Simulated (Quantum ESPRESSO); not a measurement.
## ZnSe (F-43m) under strain

```
CELL_PARAMETERS angstrom
      0.00000     2.83244     2.83244
      2.83244     0.00000     2.83244
      2.83244     2.83244     0.00000
ATOMIC_POSITIONS crystal
  Zn 0.00000 0.00000 0.00000
  Se 0.75000 0.75000 0.75000
```
The cell comes from the Materials Project (a computed structure). It is ZnSe in F-43m. Stability against distortions was not tested.

Isotropic strain: all lattice vectors are scaled together, so the volume changes by about three times as much; fractional positions kept.

Method: shieldings by PBE GIPAW on JTH datasets (Quantum ESPRESSO, modified build), 20 Ha, k-mesh 8×8×8 shifted, f-sum rule met within 0.021 %. Values are those of the named site's first atom. Shieldings are absolute and leave out the bulk-susceptibility term; a larger σ means a smaller chemical shift. By our sweeps, such settings leave a few ppm in absolute σ on light atoms and up to some 20 ppm from Zn on. Spin–orbit coupling is left out; its weight grows with the heaviest atom, Se here. No d partial waves on Se: the paramagnetic term there is incompletely reconstructed. The structure is static (0 K, no zero-point motion).

Unchanged cell: σ_iso Zn (ppm) = 1276.9, σ_iso Se (ppm) = 1874.5.

Q: How do these values move along the path (lattice scale factor: 0.98, 1.02)?

A: 
```tsv
lattice scale factor	σ_iso Zn (ppm)	σ_iso Se (ppm)
0.98	1192.2	1948.6
1	1276.9	1874.5
1.02	1356.5	1803.8
```
